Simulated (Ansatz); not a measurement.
# Sn₃Ge₂Se₅ (R-3m) at 2 levels of theory

One geometry, relaxed with PBE; plane waves with PAW potentials in Ansatz, scalar-relativistic. No spin polarisation. Gaps are the least over mesh and band path; pressure is positive in compression.

```
Sn Ge Se
1.0
     2.08363    1.20298   17.10392
    -2.08363    1.20298   17.10392
     0.00000   -2.40597   17.10392
Sn Ge Se
3 2 5
Direct
  0.00000 0.00000 0.00000
  0.59622 0.59622 0.59622
  0.40378 0.40378 0.40378
  0.19716 0.19716 0.19716
  0.80284 0.80284 0.80284
  0.29817 0.29817 0.29817
  0.89452 0.89452 0.89452
  0.50000 0.50000 0.50000
  0.10548 0.10548 0.10548
  0.70183 0.70183 0.70183
```

```csv
level,cutoff (eV),k mesh,gap (eV),pressure (GPa)
PBE,420,12×12×12,0.01,0.0
```

What comes out on the same cell with r2SCAN?

```tsv
level	cutoff (eV)	k mesh	gap (eV)	pressure (GPa)
r2SCAN	500	12×12×12	0.09	-1.2
```

It was reached by relaxing an invented guess, and it needn't be the stable form of this composition.
